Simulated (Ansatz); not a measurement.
Si2Ni (fluorite or antifluorite type, Fm-3m) under volume change, DFT-PBEsol in the program Ansatz with PAW potentials, scaled uniformly.

| V (Å³/atom) | E − E(relaxed) (meV/atom) | P (GPa) |
|---|---|---|
| 11.863 | 63.0 | 18.85 |
| 12.254 | 26.2 | 11.44 |
| 12.646 | 6.1 | 5.19 |
| 13.037 | 0.0 | 0.00 |
| 13.428 | 5.4 | -4.32 |
| 13.819 | 20.6 | -8.02 |
| 14.210 | 44.1 | -11.10 |

Task: What does a third-order Birch–Murnaghan fit give for V₀, B₀ and B′?

Result: V₀ = 13.04 Å³/atom, B₀ = 159 GPa, B′ = 4.9.

The cell was relaxed with PBEsol under the symmetry of its start. The run is not spin-polarised.

Potentials: the earlier of the program's two PAW sets. The files were generated under PBE; for other functionals the program regenerates the frozen cores, and for LDA and PBEsol the local potential too.
